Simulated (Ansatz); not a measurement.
Total density of states per atom from DFT-r²SCAN in the program Ansatz with PAW potentials, in 0.25 eV bins, energy from the Fermi level:

(E (eV), states/eV/atom): (-7.85, 0.42); (-7.60, 0.42); (-7.35, 0.33); (-7.10, 0.28); (-6.85, 0.24); (-6.60, 0.35); (-6.35, 0.45); (-6.10, 0.34); (-5.85, 0.33); (-5.60, 0.21); (-5.35, 0.10); (-5.10, 0.18); (-4.85, 0.26); (-4.60, 0.35); (-4.35, 0.47); (-4.10, 0.53); (-3.85, 0.88); (-3.60, 1.19); (-3.35, 0.83); (-3.10, 0.72); (-2.85, 0.90); (-2.60, 0.78); (-2.35, 0.88); (-2.10, 0.62); (-1.85, 0.75); (-1.60, 0.75); (-1.35, 0.86); (-1.10, 0.71); (-0.85, 0.53); (-0.60, 0.51); (-0.35, 0.44); (-0.10, 0.37); (0.15, 0.30); (0.40, 0.22); (0.65, 0.29); (0.90, 0.31); (1.15, 0.40); (1.40, 0.40); (1.65, 0.39); (1.90, 0.43); (2.15, 0.44); (2.40, 0.52); (2.65, 0.56); (2.90, 0.61); (3.15, 0.48); (3.40, 0.53); (3.65, 0.51); (3.90, 0.54); (4.15, 0.52); (4.40, 0.56); (4.65, 0.52)

Q: Which of these materials gives this?
A. SnPt, NiAs type
B. Sn4Ir, Ccce (Sn on 16i, Ir on 4a)
C. Co3Sn2S2, R-3m (Co on 9d, S on 6c, Sn on 3b, Sn on 3a)
D. Ir3S8, R-3 (Ir on 9e, S on 18f, S on 6c)

A: B, Sn4Ir, Ccce (Sn on 16i, Ir on 4a). Within 0.5 eV of the Fermi level: Sn 5p 70 %, Ir 5d 12 %, Sn 5s 12 %. Projections are on Löwdin-orthogonalised atomic valence shells; empty p or d shells of many metals are not among them.

The workflow started from a Materials Project entry (that database holds measured and hypothetical structures alike); the Crystallography Open Database copy checked does not list it. COD files the formula under space group No. 142. Whether it is the stable phase at ambient conditions was not checked. The r²SCAN relaxation kept the symmetry of its start; whether a distortion lowers the energy is not shown. The run is not spin-polarised. Spin–orbit coupling is left out wherever it is not named.

Potentials: the later of the program's two PAW sets.
